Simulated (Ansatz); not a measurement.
**Ge: eigenvalues along the path**

```xyz
4
Lattice="3.9976 0.0000 0.0000 -1.9988 3.4620 0.0000 0.0000 0.0000 6.5994" Properties=species:S:1:pos:R:3 pbc="T T T"
Ge    1.9988    1.1540    0.4151
Ge    0.0000    2.3080    3.7148
Ge    1.9988    1.1540    2.8846
Ge    0.0000    2.3080    6.1843
```

Atoms are numbered in the order listed.

The cell is the one relaxed in the Materials Project (mp-1007760), not relaxed further here; entries there can be hypothetical.

Method: DFT, PBEsol, all-electron LAPW, scalar-relativistic (Ansatz 0.2.0).

Settings: a Γ-centred 11×11×6 k mesh, Fermi–Dirac smearing of 0.05 eV, basis error target 1 meV/atom, no spin polarisation.

Path points, in fractions of the reciprocal vectors: Γ (0.000, 0.000, 0.000), M (0.500, 0.000, 0.000), K (0.333, 0.333, 0.000), A (0.000, 0.000, 0.500), L (0.500, 0.000, 0.500), H (0.333, 0.333, 0.500). Levels in eV from the Fermi level; bands 37 to 51, counted from the lowest band of the run. The gap is zero.

```
# k(1/Å) point b37 b38 b39 b40 b41 b42 b43 b44 b45 b46 b47 b48 b49 b50 b51
0.000 Γ -12.81 -10.76 -7.65 -1.50 -1.50 -0.18 -0.16 -0.06 0.11 0.11 2.22 2.22 2.71 4.51 4.51
0.065 - -12.80 -10.75 -7.65 -1.72 -1.53 -0.53 -0.20 0.06 0.07 0.51 2.21 2.27 2.77 4.50 4.57
0.130 - -12.75 -10.71 -7.64 -2.19 -1.62 -1.11 -0.28 -0.02 0.47 0.91 2.20 2.40 2.92 4.49 4.74
0.194 - -12.68 -10.63 -7.63 -2.70 -1.76 -1.71 -0.41 -0.15 0.83 1.20 2.29 2.59 3.11 4.55 5.01
0.259 - -12.59 -10.53 -7.63 -3.20 -2.31 -1.93 -0.59 -0.31 1.02 1.41 2.56 2.82 3.22 4.79 5.36
0.324 - -12.47 -10.41 -7.64 -3.67 -2.90 -2.11 -0.81 -0.49 1.04 1.57 2.98 3.06 3.25 5.21 5.59
0.389 - -12.32 -10.25 -7.69 -4.07 -3.49 -2.29 -1.07 -0.67 0.98 1.67 3.23 3.27 3.41 5.44 5.75
0.454 - -12.15 -10.07 -7.78 -4.39 -4.06 -2.46 -1.35 -0.84 0.90 1.73 3.23 3.43 3.69 5.54 6.33
0.519 - -11.95 -9.87 -7.93 -4.61 -4.60 -2.62 -1.64 -0.99 0.80 1.75 3.29 3.55 3.77 5.92 6.80
0.583 - -11.74 -9.64 -8.13 -5.12 -4.73 -2.76 -1.92 -1.13 0.71 1.73 3.41 3.61 3.72 6.48 6.85
0.648 - -11.51 -9.40 -8.38 -5.60 -4.77 -2.87 -2.20 -1.25 0.62 1.70 3.58 3.64 3.65 6.56 6.86
0.713 - -11.28 -9.15 -8.66 -6.04 -4.75 -2.97 -2.45 -1.34 0.55 1.66 3.57 3.66 3.78 6.21 6.99
0.778 - -11.06 -8.91 -8.91 -6.41 -4.70 -3.03 -2.66 -1.41 0.49 1.62 3.51 3.66 4.00 5.88 7.14
0.843 - -10.89 -9.11 -8.73 -6.67 -4.64 -3.08 -2.80 -1.45 0.46 1.60 3.48 3.66 4.19 5.61 7.30
0.907 M -10.83 -9.19 -8.65 -6.78 -4.62 -3.09 -2.85 -1.46 0.44 1.59 3.47 3.65 4.28 5.51 7.40
0.945 - -10.82 -9.19 -8.65 -6.78 -4.62 -3.12 -2.85 -1.50 0.49 1.64 3.30 3.82 4.29 5.50 7.40
0.982 - -10.81 -9.19 -8.63 -6.78 -4.61 -3.20 -2.86 -1.61 0.64 1.78 3.07 4.04 4.32 5.49 7.39
1.020 - -10.78 -9.21 -8.61 -6.80 -4.61 -3.32 -2.87 -1.77 0.86 1.99 2.83 4.25 4.37 5.47 7.39
1.057 - -10.75 -9.22 -8.57 -6.81 -4.60 -3.47 -2.89 -1.96 1.14 2.26 2.60 4.45 4.46 5.45 7.37
1.095 - -10.71 -9.24 -8.52 -6.84 -4.61 -3.61 -2.91 -2.16 1.47 2.39 2.55 4.56 4.64 5.41 7.36
1.132 - -10.65 -9.27 -8.46 -6.87 -4.62 -3.73 -2.94 -2.36 1.84 2.18 2.85 4.70 4.81 5.37 7.33
1.169 - -10.59 -9.31 -8.39 -6.91 -4.66 -3.82 -2.97 -2.55 2.00 2.24 3.14 4.89 4.96 5.31 7.30
1.207 - -10.52 -9.36 -8.31 -6.97 -4.71 -3.86 -3.02 -2.73 1.83 2.67 3.41 5.08 5.13 5.24 7.25
1.244 - -10.44 -9.42 -8.22 -7.04 -4.79 -3.86 -3.07 -2.88 1.69 3.10 3.65 5.15 5.18 5.43 7.18
1.282 - -10.35 -9.49 -8.12 -7.12 -4.86 -3.83 -3.14 -3.01 1.58 3.55 3.86 5.05 5.25 5.78 7.04
1.319 - -10.25 -9.58 -8.01 -7.22 -4.93 -3.77 -3.21 -3.11 1.49 4.00 4.04 4.94 5.27 6.16 6.82
1.357 - -10.15 -9.68 -7.89 -7.34 -4.98 -3.69 -3.30 -3.18 1.42 4.21 4.43 4.81 5.25 6.57 6.58
1.394 - -10.03 -9.79 -7.76 -7.47 -5.02 -3.60 -3.40 -3.22 1.38 4.38 4.68 4.80 5.17 6.40 6.90
1.431 K -9.91 -9.91 -7.61 -7.61 -5.03 -3.50 -3.50 -3.23 1.37 4.53 4.53 5.05 5.05 6.32 6.91
1.506 - -10.18 -9.64 -7.93 -7.29 -4.98 -3.73 -3.27 -3.18 1.42 4.21 4.71 4.82 4.96 6.37 6.80
1.581 - -10.48 -9.35 -8.27 -6.94 -4.85 -3.96 -3.04 -3.00 1.55 3.88 4.33 4.55 5.09 6.20 6.33
1.656 - -10.79 -9.04 -8.61 -6.53 -4.65 -4.18 -2.83 -2.72 1.74 3.55 3.95 4.12 5.29 5.89 5.97
1.731 - -11.10 -8.95 -8.72 -6.09 -4.38 -4.36 -2.57 -2.41 1.97 3.22 3.60 3.70 5.32 5.47 5.77
1.806 - -11.39 -9.27 -8.41 -5.61 -4.48 -4.06 -2.26 -2.09 2.19 2.91 3.33 3.34 5.08 5.19 5.60
1.880 - -11.67 -9.57 -8.14 -5.09 -4.52 -3.71 -1.92 -1.78 2.28 2.62 2.99 3.24 4.73 4.99 5.49
1.955 - -11.93 -9.84 -7.91 -4.53 -4.44 -3.33 -1.57 -1.47 2.17 2.34 2.71 3.35 4.40 4.79 5.45
2.030 - -12.16 -10.08 -7.76 -4.23 -3.93 -2.94 -1.21 -1.18 1.95 2.09 2.48 3.50 4.10 4.62 5.49
2.105 - -12.35 -10.29 -7.67 -3.89 -3.30 -2.55 -0.91 -0.86 1.70 1.85 2.31 3.48 3.81 4.50 5.62
2.180 - -12.52 -10.46 -7.63 -3.44 -2.65 -2.20 -0.67 -0.54 1.41 1.61 2.20 3.21 3.53 4.44 5.85
2.255 - -12.64 -10.59 -7.63 -2.91 -1.97 -1.90 -0.47 -0.27 1.06 1.34 2.16 2.82 3.25 4.43 5.29
2.330 - -12.74 -10.69 -7.64 -2.34 -1.68 -1.29 -0.31 -0.06 0.61 1.01 2.17 2.49 2.99 4.46 4.85
2.404 - -12.79 -10.74 -7.65 -1.79 -1.54 -0.62 -0.21 0.06 0.12 0.58 2.20 2.29 2.79 4.50 4.59
2.479 Γ -12.81 -10.76 -7.65 -1.50 -1.50 -0.18 -0.16 -0.06 0.11 0.11 2.22 2.22 2.71 4.51 4.51
2.513 - -12.81 -10.78 -7.63 -1.49 -1.49 -0.46 -0.15 0.10 0.10 0.21 2.23 2.23 2.71 4.50 4.50
2.547 - -12.79 -10.82 -7.56 -1.48 -1.48 -0.80 -0.14 0.07 0.07 0.51 2.26 2.26 2.70 4.48 4.48
2.581 - -12.77 -10.88 -7.46 -1.47 -1.47 -1.14 -0.12 0.03 0.03 0.79 2.30 2.30 2.71 4.43 4.43
2.615 - -12.75 -10.97 -7.32 -1.49 -1.44 -1.44 -0.09 -0.03 -0.03 1.01 2.36 2.36 2.74 4.37 4.37
2.649 - -12.71 -11.06 -7.16 -1.84 -1.41 -1.41 -0.10 -0.10 -0.05 1.17 2.43 2.43 2.83 4.29 4.29
2.683 - -12.67 -11.17 -6.96 -2.19 -1.38 -1.38 -0.17 -0.17 -0.01 1.25 2.50 2.50 2.99 4.21 4.21
2.717 - -12.62 -11.29 -6.75 -2.53 -1.33 -1.33 -0.25 -0.25 0.05 1.26 2.59 2.59 3.21 4.11 4.11
2.751 - -12.56 -11.40 -6.51 -2.88 -1.28 -1.28 -0.34 -0.34 0.11 1.21 2.68 2.68 3.48 4.01 4.01
2.785 - -12.50 -11.52 -6.27 -3.22 -1.23 -1.23 -0.43 -0.43 0.18 1.14 2.78 2.78 3.79 3.90 3.90
2.819 - -12.43 -11.64 -6.00 -3.55 -1.17 -1.17 -0.52 -0.52 0.25 1.04 2.88 2.88 3.79 3.79 4.12
2.853 - -12.35 -11.76 -5.73 -3.88 -1.10 -1.10 -0.61 -0.61 0.33 0.94 2.99 2.99 3.67 3.67 4.45
2.887 - -12.27 -11.87 -5.44 -4.21 -1.03 -1.03 -0.70 -0.70 0.42 0.83 3.10 3.10 3.56 3.56 4.80
2.921 - -12.18 -11.98 -5.15 -4.53 -0.95 -0.95 -0.79 -0.79 0.52 0.73 3.21 3.21 3.44 3.44 5.15
2.955 A -12.08 -12.08 -4.84 -4.84 -0.87 -0.87 -0.87 -0.87 0.62 0.62 3.32 3.32 3.32 3.32 5.51
3.020 - -12.06 -12.06 -4.85 -4.85 -1.06 -1.06 -0.90 -0.90 0.81 0.81 3.28 3.28 3.38 3.38 5.50
3.085 - -12.02 -12.02 -4.88 -4.88 -1.46 -1.46 -0.99 -0.99 1.19 1.19 3.19 3.19 3.53 3.53 5.46
3.150 - -11.95 -11.95 -4.93 -4.93 -1.89 -1.89 -1.13 -1.13 1.53 1.53 3.16 3.16 3.78 3.78 5.33
3.215 - -11.86 -11.86 -5.04 -5.04 -2.28 -2.28 -1.29 -1.29 1.67 1.67 3.30 3.30 4.08 4.08 5.16
3.279 - -11.74 -11.74 -5.22 -5.22 -2.58 -2.58 -1.47 -1.47 1.61 1.61 3.53 3.53 4.42 4.42 5.05
3.344 - -11.59 -11.59 -5.48 -5.48 -2.77 -2.77 -1.64 -1.64 1.45 1.45 3.62 3.62 4.78 4.78 5.19
3.409 - -11.42 -11.42 -5.80 -5.80 -2.87 -2.87 -1.81 -1.81 1.26 1.26 3.46 3.46 5.12 5.12 5.62
3.474 - -11.23 -11.23 -6.18 -6.18 -2.89 -2.89 -1.97 -1.97 1.07 1.07 3.18 3.18 5.43 5.43 6.19
3.539 - -11.02 -11.02 -6.57 -6.57 -2.85 -2.85 -2.10 -2.10 0.90 0.90 2.89 2.89 5.67 5.67 6.78
3.603 - -10.81 -10.81 -6.96 -6.96 -2.78 -2.78 -2.22 -2.22 0.74 0.74 2.61 2.61 5.84 5.84 7.24
3.668 - -10.59 -10.59 -7.31 -7.31 -2.71 -2.71 -2.31 -2.31 0.62 0.62 2.37 2.37 5.95 5.95 7.45
3.733 - -10.39 -10.39 -7.62 -7.62 -2.64 -2.64 -2.38 -2.38 0.53 0.53 2.19 2.19 6.02 6.02 7.50
3.798 - -10.25 -10.25 -7.82 -7.82 -2.59 -2.59 -2.42 -2.42 0.47 0.47 2.07 2.07 6.05 6.05 7.50
3.863 L -10.20 -10.20 -7.90 -7.90 -2.57 -2.57 -2.43 -2.43 0.45 0.45 2.03 2.03 6.06 6.06 7.50
3.900 - -10.19 -10.19 -7.90 -7.90 -2.63 -2.63 -2.40 -2.40 0.48 0.48 2.05 2.05 6.00 6.00 7.55
3.938 - -10.18 -10.18 -7.90 -7.90 -2.76 -2.76 -2.36 -2.36 0.56 0.56 2.11 2.11 5.85 5.85 7.67
3.975 - -10.16 -10.16 -7.91 -7.91 -2.92 -2.92 -2.32 -2.32 0.68 0.68 2.22 2.22 5.64 5.64 7.82
4.012 - -10.13 -10.13 -7.92 -7.92 -3.11 -3.11 -2.29 -2.29 0.80 0.80 2.38 2.38 5.42 5.42 7.94
4.050 - -10.10 -10.10 -7.93 -7.93 -3.30 -3.30 -2.26 -2.26 0.92 0.92 2.60 2.60 5.20 5.20 7.98
4.087 - -10.05 -10.05 -7.95 -7.95 -3.49 -3.49 -2.23 -2.23 1.01 1.01 2.88 2.88 4.98 4.98 7.94
4.125 - -10.01 -10.01 -7.97 -7.97 -3.67 -3.67 -2.20 -2.20 1.08 1.08 3.21 3.21 4.78 4.78 7.82
4.162 - -9.95 -9.95 -8.00 -8.00 -3.84 -3.84 -2.16 -2.16 1.13 1.13 3.57 3.57 4.61 4.61 7.64
4.199 - -9.90 -9.90 -8.03 -8.03 -3.98 -3.98 -2.13 -2.13 1.16 1.16 3.93 3.93 4.49 4.49 7.42
4.237 - -9.84 -9.84 -8.07 -8.07 -4.11 -4.11 -2.10 -2.10 1.18 1.18 4.15 4.15 4.56 4.56 7.19
4.274 - -9.79 -9.79 -8.11 -8.11 -4.20 -4.20 -2.08 -2.08 1.19 1.19 4.13 4.13 4.90 4.90 6.96
4.312 - -9.74 -9.74 -8.15 -8.15 -4.27 -4.27 -2.06 -2.06 1.19 1.19 4.08 4.08 5.29 5.29 6.76
4.349 - -9.71 -9.71 -8.18 -8.18 -4.31 -4.31 -2.05 -2.05 1.18 1.18 4.04 4.04 5.62 5.62 6.61
4.387 H -9.70 -9.70 -8.19 -8.19 -4.33 -4.33 -2.04 -2.04 1.18 1.18 4.03 4.03 5.74 5.74 6.58
4.461 - -9.76 -9.76 -8.13 -8.13 -4.28 -4.28 -2.06 -2.06 1.20 1.20 4.07 4.07 5.48 5.48 6.38
4.536 - -9.92 -9.92 -7.96 -7.96 -4.14 -4.14 -2.13 -2.13 1.26 1.26 4.17 4.17 5.08 5.08 6.00
4.611 - -10.15 -10.15 -7.69 -7.69 -3.92 -3.92 -2.24 -2.24 1.39 1.39 4.24 4.24 4.74 4.74 5.66
4.686 - -10.42 -10.42 -7.35 -7.35 -3.65 -3.65 -2.38 -2.38 1.57 1.57 4.08 4.08 4.63 4.63 5.45
4.761 - -10.70 -10.70 -6.97 -6.97 -3.33 -3.33 -2.53 -2.53 1.79 1.79 3.77 3.77 4.58 4.58 5.45
4.836 - -10.96 -10.96 -6.55 -6.55 -2.98 -2.98 -2.65 -2.65 2.02 2.02 3.45 3.45 4.49 4.49 5.58
4.911 - -11.21 -11.21 -6.14 -6.14 -2.75 -2.75 -2.60 -2.60 2.23 2.23 3.17 3.17 4.46 4.46 5.67
4.985 - -11.43 -11.43 -5.74 -5.74 -2.76 -2.76 -2.23 -2.23 2.36 2.36 2.93 2.93 4.53 4.53 5.55
5.060 - -11.63 -11.63 -5.39 -5.39 -2.66 -2.66 -1.87 -1.87 2.32 2.32 2.82 2.82 4.71 4.71 5.15
5.135 - -11.79 -11.79 -5.14 -5.14 -2.43 -2.43 -1.53 -1.53 2.10 2.10 2.86 2.86 4.56 4.56 4.99
5.210 - -11.91 -11.91 -4.98 -4.98 -2.05 -2.05 -1.25 -1.25 1.76 1.76 2.98 2.98 4.03 4.03 5.24
5.285 - -12.00 -12.00 -4.89 -4.89 -1.59 -1.59 -1.04 -1.04 1.32 1.32 3.13 3.13 3.63 3.63 5.43
5.360 - -12.06 -12.06 -4.85 -4.85 -1.11 -1.11 -0.92 -0.92 0.86 0.86 3.27 3.27 3.40 3.40 5.50
5.434 A -12.08 -12.08 -4.84 -4.84 -0.87 -0.87 -0.87 -0.87 0.62 0.62 3.32 3.32 3.32 3.32 5.51
```
